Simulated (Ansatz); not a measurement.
ZnCdSe₂:
```xyz
4
Lattice="4.1241 0.0000 0.0000 -2.0620 3.5715 0.0000 0.0000 0.0000 6.8296" Properties=species:S:1:pos:R:3 pbc="T T T"
Zn     0.0000     0.0000     0.0080
Cd     2.0620     1.1905     3.3696
Se     2.0620     1.1905     0.7467
Se     0.0000     0.0000     4.3992
```

DFT-PBEsol in the program Ansatz with PAW potentials gives a gap of 0.66 eV without spin–orbit coupling, maximum at Γ, minimum at Γ.

Question: What happens when spin–orbit coupling is switched on?

Answer: The gap decreases by 0.13 eV, to 0.53 eV; maximum at Γ, minimum at Γ.

Question: Give the electron effective mass with spin–orbit coupling.

Answer: 0.065, 0.065, 0.072 mₑ (principal values).

Question: Give the hole effective mass with spin–orbit coupling.

Answer: 0.11, 0.11, 1.6 mₑ (principal values).

Space group P3m1. The first step of the workflow began from a Materials Project structure, measured or hypothetical; the Crystallography Open Database copy checked does not list it. Its standing as an ambient phase is unchecked. The PBEsol relaxation kept the symmetry of its start; of distortions, only those at the zone centre were tested.

Potentials: the later of the program's two PAW sets.
